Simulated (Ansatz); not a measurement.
PRu (CsCl type, Pm-3m) at seven volumes, the program Ansatz at the PBE level (PAW), scaled uniformly. One row is withheld.

```csv
V (Å³/atom),P (GPa)
11.644,28.11
12.028,16.96
12.411,7.67
12.795,0.00
13.179,-6.49
13.563,-11.87
13.947,?
```

Question: Fit the shown pressures and predict the withheld one.

Answer: P = (3/2)B₀(x^(7/2) − x^(5/2))[1 + (3/4)(B′ − 4)(x − 1)] with x = (V₀/V)^(2/3). Least squares on the six rows gives V₀ = 12.793 Å³/atom, B₀ = 235 GPa, B′ = 5.06. At V = 13.947, x = 0.9440 and P = -16.32 GPa. The run itself gave -16.37 GPa.

The cell is a constructed one: a structure type filled with these elements; neither database checked (COD, Materials Project) lists it. Its standing as an ambient phase is unchecked. The PBE relaxation kept the symmetry of its start; whether a distortion lowers the energy is not shown. No spin polarisation was allowed.

Potentials: the earlier of the program's two PAW sets.
